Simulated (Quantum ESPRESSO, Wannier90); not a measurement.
## AlAs (zinc blende): Wannier90 run

```xyz
2
Lattice="0.0000 2.8379 2.8379 2.8379 0.0000 2.8379 2.8379 2.8379 0.0000" Properties=species:S:1:pos:R:3 pbc="T T T"
Al     0.0000     0.0000     0.0000
As     1.4189     1.4189     1.4189
```

Structure: Materials Project mp-2172, symmetrised, not relaxed again. COD (Crystallography Open Database) has an entry of this formula and space group (matched by these alone). Method: PBEsol plane waves in Quantum ESPRESSO 7.5 (PseudoDojo norm-conserving files, 68 Ry, no spin polarisation, no spin-orbit coupling), Bloch states on a 10×10×10 mesh through Γ, Wannier90 4.0.1. Density: 10×10×10 mesh, cold smearing 0.01 Ry. Spin-orbit coupling, left out, would split the p-like bands by a few tenths of an eV.

A tight-binding model is made by disentanglement and projection with no localisation steps (num_iter = 0), so the 8 orbitals stay atom-like: hydrogen-like Al: s;p; As: s;p, axes along x, y, z; frozen window up to 2.84 eV relative to the valence-band maximum. It follows pw.x to 11 meV rms for states up to 2.3 eV relative to the valence-band maximum. Matrix elements depend on this choice of orbitals and windows.

Task: What are the on-site energies relative to the valence-band maximum, and how fast do the hoppings decay?

Result: 
```tsv
atom	orbitals	energy (eV)
Al1	s	-0.66
Al1	pz px py	3.49
As2	s	-7.86
As2	pz px py	0.78
```

| distance of the centres (Å) | largest modulus (eV) |
|---|---|
| 2–3 | 1.5 |
| 4–5 | 0.49 |
| 5–6 | 0.036 |
| 6–7 | 0.12 |
| 7–8 | 0.016 |
| 8–9 | 0.037 |
| 9–10 | 0.019 |
| 10–11 | 0.0078 |
| 11–12 | 0.0025 |
| 12–13 | 0.0065 |
